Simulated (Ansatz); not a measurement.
The start is a generated trial cell of VSi2 in the AlB2 structure type. A full variable-cell relaxation at zero pressure is run with r2SCAN (plane waves to 500 eV, PAW, scalar-relativistic; Ansatz, a first-principles code). The first steps use a coarse 6×6×5 k-mesh.

Starting cell:
```
CELL_PARAMETERS angstrom
      4.23018     0.00000     0.00000
     -2.11509     3.66345     0.00000
      0.00000     0.00000     4.58028
ATOMIC_POSITIONS crystal
  V  0.00000 0.00000 0.00000
  Si 0.33333 0.66667 0.50000
  Si 0.66667 0.33333 0.50000
```
Spin-polarised start, with parallel moments on V.

```json
{
 "initial_pressure": "-13 GPa (negative: the cell is under tension)",
 "energy_released": "about 1.00 eV/atom",
 "volume_change": "-46.2 %, from 23.66 to 12.74 Å³/atom",
 "Shortest distances (start → end)": "The closest pairs of elements (up to four, under 3.6 Å), start → end: Si–Si 2.44 → 2.44 Å; V–V 4.23 → 2.47 Å; Si–V 3.35 → 2.73 Å",
 "optimiser_moves": "19"
}
```

The end point of the relaxation:

```cif
data_Si2V
_chemical_formula_sum 'V1 Si2'
_space_group_name_H-M_alt 'P6/mmm'
_space_group_IT_number 191
_space_group_name_Hall '-P 6 2'
_cell_length_a 4.22316
_cell_length_b 4.22316
_cell_length_c 2.47458
_cell_angle_alpha 90.000
_cell_angle_beta 90.000
_cell_angle_gamma 120.000
loop_
_atom_site_label
_atom_site_type_symbol
_atom_site_symmetry_multiplicity
_atom_site_Wyckoff_symbol
_atom_site_fract_x
_atom_site_fract_y
_atom_site_fract_z
_atom_site_occupancy
V1 V 1 a 0.00000 0.00000 0.00000 1
Si1 Si 2 d 0.33333 0.66667 0.50000 1
```

Final values are on a 13×13×19 k-mesh of the relaxed cell. No spin polarisation in the result: the starting moments vanished. The relaxed primitive cell holds an odd number of electrons. A magnetic state may lie lower.

The run could not lose the symmetry of its start: the end is stationary, and may be a saddle point rather than a minimum.

All atoms sit on sites fixed by symmetry, so only the cell could relax.

The relaxed structure here is a generated cell of VSi2: the first start was made by placing the elements on the sites of a structure type, and the end was not matched to a known phase here, so it may be hypothetical.
